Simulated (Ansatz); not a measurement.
Two-dimensional strain map in Te2Mo

Computed with Ansatz, DFT PBE, scalar-relativistic, plane waves, PAW. Cutoff 420 eV, Γ-centred 12×12×2 k-points, Gaussian smearing of 0.05 eV. No spin polarisation. Energies are free energies at this smearing, counted from the undisturbed cell; pressure is positive in compression.

Reference structure (relaxed at this level):

```yaml
crystal:
  lattice:
    - [3.55707, 0.00000, 0.00000]
    - [-1.77853, 3.08051, 0.00000]
    - [0.00000, 0.00000, 15.20472]
  atoms:
    - { symbol: Te, position: [0.33333, 0.66667, 0.63109] }
    - { symbol: Te, position: [0.66667, 0.33333, 0.13109] }
    - { symbol: Te, position: [0.33333, 0.66667, 0.86891] }
    - { symbol: Te, position: [0.66667, 0.33333, 0.36891] }
    - { symbol: Mo, position: [0.33333, 0.66667, 0.25000] }
    - { symbol: Mo, position: [0.66667, 0.33333, 0.75000] }
```

The cell holds layers and no dispersion correction was added, so their binding is poorly described.

The cell is strained by p along both x and y and by q along z, fractional coordinates fixed. Points are written (p, q).

Energy above the undisturbed cell in meV/atom (a dash: not computed):

```csv
p \ q,-0.050,-0.025,0.000,0.025,0.050
-0.050,200.7,131.7,88.1,66.9,65.5
-0.025,?,45.8,20.5,15.5,28.3
0.000,?,9.7,0.0,8.6,33.4
0.025,?,?,18.1,38.1,72.7
0.050,56.8,53.6,67.8,97.2,139.9
```

Question: Fill in the withheld energies.

Answer: (-0.025, -0.050): 94.1; (0.000, -0.050): 40.3; (0.025, -0.050): 30.4; (0.025, -0.025): 14.7.

Cost: 25 runs of about 3.7 core-minutes in all, on Intel Xeon 6975P-C (Granite Rapids) (shared hosts).